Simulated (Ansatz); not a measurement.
NiTe₂ (CdI2 type, P-3m1) at seven volumes, LDA in the plane-wave PAW code Ansatz, shape and atoms relaxed at each. One row is withheld.

```json
[
 {"V (Å³/atom)": "19.345", "P (GPa)": "?"},
 {"V (Å³/atom)": "19.982", "P (GPa)": "5.36"},
 {"V (Å³/atom)": "20.620", "P (GPa)": "2.32"},
 {"V (Å³/atom)": "21.258", "P (GPa)": "0.00"},
 {"V (Å³/atom)": "21.896", "P (GPa)": "-1.70"},
 {"V (Å³/atom)": "22.533", "P (GPa)": "-2.95"},
 {"V (Å³/atom)": "23.171", "P (GPa)": "-3.76"}
]
```

Task: Fit the shown pressures and predict the withheld one.

Result: P = (3/2)B₀(x^(7/2) − x^(5/2))[1 + (3/4)(B′ − 4)(x − 1)] with x = (V₀/V)^(2/3). Least squares on the six rows gives V₀ = 21.258 Å³/atom, B₀ = 66.0 GPa, B′ = 9.06. At V = 19.345, x = 1.0649 and P = 9.37 GPa. The run itself gave 9.10 GPa.

The first step of the workflow began from a Materials Project structure, measured or hypothetical; the Crystallography Open Database files this formula in space group No. 164, but the cells were not matched. Whether it is the stable phase at ambient conditions was not checked. The cell was relaxed with LDA under the symmetry of its start; of distortions, only those at the zone centre were tested. No spin polarisation was allowed. A crystal of weakly bound layers computed without a dispersion correction: the cell and the soft elastic constants depend strongly on that. Spin–orbit coupling is left out wherever it is not named.

Potentials: the later of the program's two PAW sets.
